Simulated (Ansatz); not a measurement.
Cu Kα1 powder pattern (kinematic, no thermal factors).
2θ (°) (relative intensity): 19.96 (1), 23.82 (2), 25.02 (6), 25.03 (18), 26.35 (3), 27.15 (1), 28.98 (100), 37.25 (2), 41.43 (38), 41.45 (38), 49.01 (3), 49.03 (7), 49.04 (3), 51.34 (7), 51.37 (21), 60.05 (13), 63.54 (2), 66.06 (1), 66.08 (1), 66.10 (3), 68.02 (17), 68.05 (18), 75.56 (6), 75.60 (13), 75.61 (7), 81.09 (2), 81.10 (2)

The pattern is computed from a structure relaxed with Ansatz 0.2.0, DFT PBE, scalar-relativistic, plane waves, PAW. No spin polarisation. Its elements are Pb, Se, Sn.

Q: Give the structure.

A: Sn$_{2}$Pb$_{3}$Se$_{5}$.
Space group R-3m:H (No. 166). a = 4.353 Å, b = 4.353 Å, c = 53.349 Å, α = 90.00°, β = 90.00°, γ = 120.00°
| atom | site | symmetry | x | y | z |
| --- | --- | --- | --- | --- | --- |
| Sn | 6c | 3m | 0.0000 | 0.0000 | 0.6990 |
| Pb | 6c | 3m | 0.3333 | 0.6667 | 0.7653 |
| Pb | 3b | -3m | 0.6667 | 0.3333 | 0.8333 |
| Se | 6c | 3m | 0.6667 | 0.3333 | 0.7311 |
| Se | 3a | -3m | 0.0000 | 0.0000 | 0.0000 |
| Se | 6c | 3m | 0.3333 | 0.6667 | 0.8674 |

A pattern alone doesn't exclude other cells with like lines; this is the one computed.

The structure comes from a generated guess; another structure or a mixture of phases may lie lower.
